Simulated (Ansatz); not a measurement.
**NbAs, first-principles data**

NbAs:
```xyz
4
Lattice="-1.7085 1.7085 5.7655 1.7085 -1.7085 5.7655 1.7085 1.7085 -5.7655" Properties=species:S:1:pos:R:3 pbc="T T T"
Nb     0.0000     0.0000    11.5225
Nb     0.0000     1.7085     2.8742
As     0.0000     0.0000     4.8170
As     1.7085     0.0000     1.9342
```

Space group I4_1md (No. 109); conventional cell a = 3.4171 Å, b = 3.4171 Å, c = 11.5311 Å, α = 90.00°, β = 90.00°, γ = 90.00°.

Method: LDA in the plane-wave PAW code Ansatz. Structure relaxed to zero pressure with the same functional. Other levels are named where they apply.

**Cell and energy**

```
Property                                                      Result
-----------------------------------------------------  -------------
Volume per atom                                             16.83 Å³
Density                                                   8.28 g/cm³
Formation energy from the elements (no fitted shifts)  -0.77 eV/atom
```

**Electronic structure**

```
Item                                                                                                        Value
------------------------------------  ---------------------------------------------------------------------------
Electronic character                  no gap, with almost no states at the Fermi level (zero-gap or semimetallic)
Density of states at the Fermi level                                 0.02 states/eV per atom (mean over ±0.08 eV)
```

**Mechanics**

```
Property                             Result
----------------------------------  -------
Bulk modulus (Birch–Murnaghan fit)  183 GPa
Pressure derivative B′                  4.3
```

The LDA relaxation kept the symmetry of its start. No spin polarisation was allowed. A small band overlap can be real or an error of a semilocal functional. The references are the lowest solids computed at this level, not always the standard phases. Scalar-relativistic: spin–orbit coupling is off unless named, which matters more the heavier the elements.

Potentials: the earlier of the program's two PAW sets.
